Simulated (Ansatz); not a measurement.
A relaxed structure of Nb is spoiled in several ways and relaxed again each time (squeezed and stretched starts keep its symmetry, which their runs cannot lower; pressure is positive under compression). Level of theory: PBEsol (plane waves to 420 eV, PAW, scalar-relativistic; Ansatz, a program for electronic structure).

Space group Im-3m (No. 229); a = 3.271 Å, b = 3.271 Å, c = 3.271 Å, α = 90.00°, β = 90.00°, γ = 90.00°

```tsv
atom	site	symmetry	x	y	z
Nb	2a	m-3m	0.0000	0.0000	0.0000
```
(The calculation used a cell of 1 atom; values per cell refer to that cell.)

```
change                                      first pressure (GPa)  largest first force (eV/Å)  released (eV/atom)  moves                outcome  final group  E − E(parent) (eV/atom)
------------------------------------------  --------------------  --------------------------  ------------------  -----  ---------------------  -----------  -----------------------
stretched uniformly to 130 % of its volume            (withheld)                        0.00          (withheld)      9             (withheld)   (withheld)               (withheld)
stretched uniformly to 115 % of its volume                 -19.7                        0.00                0.18      7  returns to the parent        Im-3m                     0.00
```

**Question.** What belongs in the gaps?

**Answer.** 
- stretched uniformly to 130 % of its volume, first pressure (GPa): -28.9
- stretched uniformly to 130 % of its volume, released (eV/atom): 0.59
- stretched uniformly to 130 % of its volume, outcome: returns to the parent
- stretched uniformly to 130 % of its volume, final group: Im-3m
- stretched uniformly to 130 % of its volume, E − E(parent) (eV/atom): 0.00

First-step values come from each run's starting, coarser k-mesh (13×13×13). Each cell has its own k-point mesh; energy differences are given only to the digits this allows. No spin polarisation in the result.
